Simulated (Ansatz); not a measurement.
ZnCdO2 in space group P3m1 (No. 156; Zn on 1a, Cd on 1c, O on 1c, O on 1a), r²SCAN in the plane-wave PAW code Ansatz. The conduction-band minimum lies at Γ, with 1 equivalent valley. Second derivatives d²E/dk² of the lowest band at one valley (eV·Å²), along Cartesian directions:

```json
[
 {"direction": "[100]", "d²E/dk²": "77.87"},
 {"direction": "[010]", "d²E/dk²": "77.87"},
 {"direction": "[001]", "d²E/dk²": "74.04"},
 {"direction": "[110]", "d²E/dk²": "77.87"},
 {"direction": "[101]", "d²E/dk²": "75.96"},
 {"direction": "[011]", "d²E/dk²": "75.96"}
]
```

### Question
Find the principal effective masses, the density-of-states mass and the conductivity mass.

### Answer
Off-diagonal terms follow from H_xy = H[110] − (H_xx + H_yy)/2, and m*/mₑ = 7.620 eV·Å² over each eigenvalue: 0.098, 0.098, 0.10. One valley's DOS mass (m₁m₂m₃)^(1/3) = 0.10, conductivity mass 3/(Σ 1/mᵢ) = 0.099 mₑ.

### Question
What effective density of states Nc follows at 300 K for parabolic valleys?

### Answer
Nc = 2.509e19 × 1 × (0.10)^(3/2) ≈ 7.9e17 cm⁻³.

### Question
With the computed static dielectric constant 11.4 (mean of the diagonal), estimate a hydrogenic donor's binding energy and radius.

### Answer
E = 13.606 eV × 0.099/11.4² ≈ 10 meV; a = 0.529 Å × ε/m* ≈ 61 Å. Semilocal masses tend to be too small where the gap is.

The workflow started from a Materials Project entry (that database holds measured and hypothetical structures alike); the Crystallography Open Database copy checked does not list it. Whether it is the stable phase at ambient conditions was not checked. The cell was relaxed with r²SCAN under the symmetry of its start; of distortions, only those at the zone centre were tested. Scalar-relativistic: spin–orbit coupling is off unless named, which matters more the heavier the elements.

Potentials: the later of the program's two PAW sets.
